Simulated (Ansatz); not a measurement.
# An elastic constant from a strain scan in Al

All numbers below come from Ansatz, DFT r2SCAN, scalar-relativistic, plane waves, PAW. Cutoff 500 eV, Γ-centred 24×24×14 k-points, Gaussian smearing of 0.15 eV. No spin polarisation. Energies are free energies at this smearing, counted from the undisturbed cell; pressure is positive in compression.

The undisturbed cell (relaxed at this level; with this scan's settings it stands at 0.1 GPa; this form isn't the usual structure):

```
Al
1.0
     2.80809    0.00000    0.00000
    -1.40404    2.43187    0.00000
     0.00000    0.00000    4.68908
Al
2
Direct
  0.66667 0.33333 0.75000
  0.33333 0.66667 0.25000
```

The cell is strained by ε times the Voigt pattern (0, 1, 0, 0, 0, 0) (xx, yy, zz, yz, xz, xy; engineering shear) with fractional coordinates fixed. The cell holds 2 atoms in V0 = 32.02 Å³. The stress column is τ = (1/V0) dE/dε, got from the stress tensor σ (compression positive) at each point as −det(1 + εP) σ : P(1 + εP)⁻¹, with P the pattern as a tensor.

| ε | ΔE (meV/atom) | τ (GPa) |
| --- | --- | --- |
| -0.0200 | ? | ? |
| -0.0100 | 1.161 | -1.973 |
| 0.0000 | 0.000 | -0.355 |
| 0.0050 | 0.024 | 0.450 |
| 0.0150 | 1.237 | 1.927 |

Which combination of elastic constants does this scan measure, and how large is it?

For small ε, τ = τ0 + Kε with K = pᵀCp, which for this pattern is C22 in the Cartesian frame shown. The parabola through τ at ε = -0.0100, 0 and 0.0050 has slope K = 161 GPa at zero. The energies per cell, E = NΔE, of the same two points give K = 2[E(ε₊)/ε₊ − E(ε₋)/ε₋]/[(ε₊ − ε₋)V0] = 161 GPa, in agreement. These are clamped-ion values.

Predict the withheld row at ε = -0.0200 from the harmonic law, and compare.

ΔE = V0(τ0 ε + Kε²/2)/N = 3.933 meV/atom and τ = -3.58 GPa. The calculation gives 3.974 meV/atom and -3.68 GPa, a miss of 1.1 % of the harmonic energy, so the harmonic law still holds here.

In a metal these slopes depend on the k mesh and the smearing.